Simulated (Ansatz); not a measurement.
This Al3Sb2P structure is the end of a relaxation. The cell was found from a structure generator's guess, not taken from experiment.

Level of theory: Ansatz, DFT PBE, scalar-relativistic, plane waves, PAW. Cutoff 420 eV, Γ-centred mesh, Gaussian smearing, no spin polarisation.

```yaml
crystal:
  lattice:
    - [2.57894, 1.48895, 5.51201]
    - [-2.57894, 1.48895, 5.51201]
    - [0.00000, -2.97791, 5.51201]
  atoms:
    - { symbol: Al, position: [0.84614, 0.84614, 0.84614] }
    - { symbol: Al, position: [0.15386, 0.15386, 0.15386] }
    - { symbol: Al, position: [0.50000, 0.50000, 0.50000] }
    - { symbol: Sb, position: [0.32997, 0.32997, 0.32997] }
    - { symbol: Sb, position: [0.67003, 0.67003, 0.67003] }
    - { symbol: P, position: [0.00000, 0.00000, 0.00000] }
```

Formation energies are uncorrected and refer to the elements' standard structures at the same level. The references include black phosphorus.

(1) Find its symmetry and describe it.

(2) What is its formation energy per atom?

(3) Is it a metal?

Results:

(1) R-3m (No. 166). Conventional cell: a = 5.158 Å, c = 16.536 Å. Around Al on a site of symmetry 3m lie 1 P at 2.54 Å, 1 Sb at 2.91 Å and 6 Al at 2.99–3.01 Å; Al on a site of symmetry -3m is surrounded by 2 Sb at 2.81 Å and 6 Al at 2.99 Å; Sb is surrounded by 2 Al at 2.81–2.91 Å, 3 P at 2.98 Å and 3 Sb at 2.98 Å; P is surrounded by 2 Al at 2.54 Å and 6 Sb at 2.98 Å.

(2) +0.18 eV/atom. It can't be a ground state, since the elements alone are lower.

(3) Yes, bands cross the Fermi level on the 12×12×12 mesh.

The last run used a 12×12×12 mesh for its 6-atom cell and Gaussian smearing of 0.10 eV. These runs have no spin–orbit coupling, which can matter for Sb. The reference form of P is held partly by dispersion forces, which this level lacks. A structure relaxed within its symmetry needn't be a true minimum. Another cell of Al3Sb2P relaxed alike, in P4mm, lies 97 meV/atom lower, so this cell isn't the stable form at this level.
